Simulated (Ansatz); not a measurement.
AlAg (rock salt, Fm-3m), DFT-r²SCAN in the program Ansatz with PAW potentials, all energies at zero smearing, with the estimated change up to a 700 eV cutoff added, with one set of potentials and settings (totals compare only within such a set). Cell of 2 atoms (1 Ag, 1 Al): -8143.650 eV.

```json
[
 {"element": "Ag", "reference phase": "R-3m, 3 atoms in the cell", "E (eV/atom)": "-7603.9440"},
 {"element": "Al", "reference phase": "Fm-3m, 1 atoms in the cell", "E (eV/atom)": "-540.4083"}
]
```

Formation energy per atom, worked out: (-8143.650 − 1×(-7603.9440) − 1×(-540.4083))/2 = 0.351 eV/atom (34 kJ per mol of atoms), at 0 K, without zero-point energy or fitted corrections.

The start of the workflow was typed in or built on a structure type; neither database checked (COD, Materials Project) lists it. Its standing as an ambient phase is unchecked. The cell was relaxed with r²SCAN under the symmetry of its start. At this level the phase is mechanically unstable. The run is not spin-polarised. The volume moved by 21 % from the start of the relaxation. Its formation energy is positive at this level, so the cell may be metastable or incomplete. The references are the lowest solids computed at this level, not always the standard phases.

Potentials: the later of the program's two PAW sets.
